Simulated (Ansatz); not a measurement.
A geometry of KTaO₃ away from equilibrium: step 2 of the relaxation of a relaxed KTaO3 cell, doubled along one cell vector, shaken by Gaussian noise of σ = 0.08 Å a coordinate. Calculation: PBEsol (plane waves to 420 eV, PAW, scalar-relativistic; Ansatz, a quantum-chemistry and plane-wave program). Γ-centred k-mesh 3×6×6 on the run's cell (coarser than for final values), Fermi–Dirac smearing 0.05 eV.

```xyz
10
Lattice="7.9558 -0.0188 -0.0113 -0.0094 4.0273 -0.0082 -0.0056 -0.0082 4.0120" Properties=species:S:1:pos:R:3:forces:R:3 pbc="T T T" free_energy=-26021.945 pressure_GPa=-0.4
K      1.9114     2.0161     2.0777    0.0625   -0.1146   -0.2230
K      5.9815     1.9896     2.0456   -0.3316   -0.0266   -0.0560
Ta    -0.0786     0.0444     0.1644    0.7368   -0.0883   -1.0359
Ta     3.9162    -0.1530    -0.0899   -0.3926    1.0126    0.2903
O     -0.0766     2.0472     0.0134    0.0920    0.0856    0.1141
O      3.9077     2.0310    -0.0623    0.2475   -0.9665    0.0825
O      0.0121     0.0663     2.0131   -0.2697   -0.1760    0.6410
O      3.9380    -0.0589     1.9647    0.1638    0.2367    0.1353
O      1.9567     0.0019    -0.0303   -0.2160    0.0910    0.1556
O      5.9364     0.0179     0.0122   -0.0928   -0.0539   -0.1038
```

Positions in Å, forces in eV/Å, free energy of the cell in eV (comparable only within this code, potentials and settings). Largest force: 1.27 eV/Å, on Ta3 (atoms numbered as listed); the geometry lies 0.02 eV/atom above the end of its relaxation.

No spin polarisation in the result.
